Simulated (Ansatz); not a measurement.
Notes on Na₆CuSn₂

```
Sn Cu Na
1.0
     0.00000    5.50561    0.00000
     5.06824   -2.75280    0.00000
     1.31553    0.00000   -9.27820
Sn Cu Na
2 1 6
Direct
  0.14474 0.28948 0.75097
  0.85526 0.71052 0.24903
  0.00000 0.00000 0.00000
  0.47030 0.94060 0.72470
  0.52970 0.05940 0.27530
  0.29260 0.58520 0.07050
  0.70740 0.41480 0.92950
  0.17360 0.34720 0.40920
  0.82640 0.65280 0.59080
```

Level: r2SCAN, no spin polarisation; 500 eV; 6×6×4 Γ-centred mesh; fermi-dirac occupations (width 0.1 eV); Ansatz 0.2.0, fixed geometry.

Task: Which atom feels the largest force, and which way?

Result: The largest is on Sn1 (and as large on other atoms): 0.31 eV/Å, components (-0.17, 0.00, -0.26). It makes 7° with the line to a nearest neighbour, Cu3 at 2.58 Å, pointing towards it.

Task: How is the charge shared?

Result: Bader charges in e: Na +0.76, Cu -0.71, Sn -1.92. In the mean Na gives up most and Sn takes most.

Task: Is the cell too large or too small?

Result: The pressure is -1.1 GPa (compression positive), so with the atoms held at these fractions the cell would first shrink.

Task: Is it stable against the elements?

Result: -0.14 eV an atom against the elements' usual phases (free molecules for gases, crystals otherwise, with no correction for O₂ or N₂), so it is bound against them; other compounds may still compete. Relaxing would lower it.

Task: What do density and ELF say about some of the short contacts?

Result: Sn–Cu at 2.58 Å: least valence density 0.36 e/Å³ and ELF 0.42 there. Na–Cu at 3.13 Å: least valence density 0.05 e/Å³ and ELF 0.03 there. Na–Sn at 3.17 Å: least valence density 0.08 e/Å³ and ELF 0.04 there. Both are smooth PAW fields, read partly inside the augmentation spheres.

Task: What happens at the Fermi level?

Result: It is a metal, with about 4.4 states/eV a cell as the mean within 0.25 eV of the Fermi level, mostly Sn p (84 %).

Origin: a known structure type with other elements, at an estimated volume, so it need not be a known compound.
